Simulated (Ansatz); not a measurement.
CdSe (zinc blende)

```
CdSe
1.0
    0.00000     3.09822     3.09822
    3.09822     0.00000     3.09822
    3.09822     3.09822     0.00000
Se Cd
1 1
Direct
  0.75000   0.75000   0.75000
  0.00000   0.00000   0.00000
```

E(V) scan at fixed shape, V₀ the volume above. Symmetry pins the atoms to their sites.

Level of theory: PBE (plane waves to 420 eV, PAW, scalar-relativistic; Ansatz, a quantum-chemistry and plane-wave program). k mesh 9×9×9 (Γ-centred), Fermi-Dirac smearing 0.05 eV. E stands for the smeared free energy. Stress and pressure are positive under compression. CdSe was relaxed with its symmetry unable to fall. The PAW data are Ansatz's earlier set. The zero of ΔE is the relaxed starting cell.

```csv
V (Å³/atom),ΔE (meV/atom)
24.981,147.6
25.775,96.6
26.567,58.4
27.361,31.0
28.154,13.0
28.947,3.1
29.740,0.0
30.533,2.8
31.326,withheld
32.119,23.1
32.912,39.1
33.705,58.3
34.498,80.3
```

Question: Fit a third-order Birch-Murnaghan form (E₀, V₀, B₀, B₀′ free) to the given rows and predict ΔE at V = 31.326.

Answer: Least squares on the 12 given rows: ΔE = E₀ + (9V₀B₀/16)·y²·[2 + (B₀′ − 4)y], y = (V₀/V)^(2/3) − 1, with V₀ = 29.736 Å³/atom, B₀ = 44.71 GPa (160.2 GPa = 1 eV/Å³; the term in eV is multiplied by 1000), B₀′ = 4.68, E₀ = 0.01 meV/atom; root-mean-square residual 0.04 meV/atom. At 31.326 the fit gives 10.8 meV/atom; the calculation gives 10.8 meV/atom, the same to the digits shown. For the pressure the fit gives -2.1 GPa against the computed -2.1 GPa.

(A scan under strain: stresses follow from slopes of the energy per volume, elastic moduli from its curvatures.)
